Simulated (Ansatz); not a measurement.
The relaxed structure here is a generated cell of AlNi: the first start was made by placing the elements on the sites of a structure type, and the end was not matched to a known phase here, so it may be hypothetical. Known forms of AlNi include space group No. 221.

A relaxed cell of AlNi (Fd-3m (No. 227)), relaxed on a k-mesh at least as fine as the one used below. The numbers are results of r2SCAN (plane waves to 500 eV, PAW, scalar-relativistic; Ansatz, a first-principles code), not measurements. Γ-centred k-mesh 10×10×5 on the run's cell (coarser than for final values), Fermi–Dirac smearing 0.05 eV.

```xyz
8
Lattice="0.0000 2.8923 2.8923 2.8923 0.0000 2.8923 5.7847 5.7847 0.0000" Properties=species:S:1:pos:R:3 pbc="T T T"
Al     1.4462     1.4462     1.4462
Al     4.3385     4.3385     1.4462
Al     0.0000     0.0000     0.0000
Al     2.8923     2.8923     0.0000
Ni     2.8923     2.8923     2.8923
Ni     5.7847     5.7847     2.8923
Ni     4.3385     4.3385     4.3385
Ni     7.2308     7.2308     4.3385
```

The atoms are displaced by (Å):

```csv
atom,ux,uy,uz
Al1,-0.089,0.039,-0.080
Al2,0.086,0.093,-0.067
Al3,0.022,0.137,0.050
Al4,-0.036,-0.003,-0.033
Ni5,0.041,-0.012,0.153
Ni6,0.047,-0.074,-0.016
Ni7,-0.075,-0.071,0.099
Ni8,-0.114,0.058,-0.132
```

What forces (eV/Å) and pressure result?


```json
[
 {"atom": "Al1", "Fx": "1.45", "Fy": "0.33", "Fz": "2.12"},
 {"atom": "Al2", "Fx": "-0.65", "Fy": "-0.95", "Fz": "0.14"},
 {"atom": "Al3", "Fx": "-1.32", "Fy": "-0.85", "Fz": "-1.60"},
 {"atom": "Al4", "Fx": "0.48", "Fy": "0.26", "Fz": "0.24"},
 {"atom": "Ni5", "Fx": "-0.48", "Fy": "0.57", "Fz": "-1.34"},
 {"atom": "Ni6", "Fx": "-0.74", "Fy": "0.30", "Fz": "0.08"},
 {"atom": "Ni7", "Fx": "0.86", "Fy": "0.80", "Fz": "-0.40"},
 {"atom": "Ni8", "Fx": "0.40", "Fy": "-0.45", "Fz": "0.76"}
]
```

Pressure +3.6 GPa.

Estimate the energy cost of the displacement in the harmonic approximation and compare with the calculation.

For a harmonic well ΔE = −½ Σ F·u = 0.657 eV a cell, or 82 meV/atom. The calculated energy relative to the undisplaced cell is +0.08 eV/atom, so the harmonic estimate holds well.

The undisplaced cell is probably no minimum: from this displacement the run went on to Imma (No. 74), 0.25 eV/atom below it.

No spin polarisation in the result: the starting moments vanished. A magnetic state may lie lower.
